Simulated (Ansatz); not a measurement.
HfPbO$_{3}$:
```xyz
5
Lattice="4.1320 0.0000 0.0000 0.0000 4.1320 0.0000 0.0000 0.0000 4.1320" Properties=species:S:1:pos:R:3 pbc="T T T"
Hf     2.0660     2.0660     2.0660
Pb     0.0000     0.0000     0.0000
O      0.0000     2.0660     2.0660
O      2.0660     0.0000     2.0660
O      2.0660     2.0660     0.0000
```

Relaxed with r²SCAN.

Question: Give the Bader charges and basin volumes of the independent atoms, r²SCAN in the plane-wave PAW code Ansatz.

Answer: 

```csv
atom,Bader charge (e),Bader volume (Å³)
Hf1,+2.71,9.5
Pb2,+1.41,20.9
O3,-1.37,13.4
```

Space group Pm-3m (cubic perovskite). The workflow started from a Materials Project entry (that database holds measured and hypothetical structures alike); the Crystallography Open Database copy checked does not list it. COD files the formula under space group No. 55. Whether it is the stable phase at ambient conditions was not checked. The cell was relaxed with r²SCAN under the symmetry of its start; whether a distortion lowers the energy is not shown. No spin polarisation was allowed. Spin–orbit coupling is left out wherever it is not named.

Potentials: the later of the program's two PAW sets.
